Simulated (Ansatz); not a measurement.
SnO2:
```
CELL_PARAMETERS angstrom
      4.76949     0.00000     0.00000
      0.00000     4.76949     0.00000
      0.00000     0.00000     3.21172
ATOMIC_POSITIONS crystal
  Sn 0.00000 0.00000 0.00000
  Sn 0.50000 0.50000 0.50000
  O  0.30627 0.30627 0.00000
  O  0.80627 0.19373 0.50000
  O  0.19373 0.80627 0.50000
  O  0.69373 0.69373 0.00000
```

PBEsol in the plane-wave PAW code Ansatz gives a gap of 0.92 eV without spin–orbit coupling, maximum at Γ, minimum at Γ.

Task: What happens when spin–orbit coupling is switched on?

Result: The gap grows by 0.01 eV, to 0.93 eV; maximum at Γ, minimum at Γ.

Task: Give the electron effective mass with spin–orbit coupling.

Result: 0.17, 0.19, 0.19 mₑ (principal values).

Task: Give the hole effective mass with spin–orbit coupling.

Result: 1.3, 1.3, 1.7 mₑ (principal values).

Space group P4_2/mnm (rutile). Symmetry was held in the PBEsol relaxation.

Potentials: the later of the program's two PAW sets.
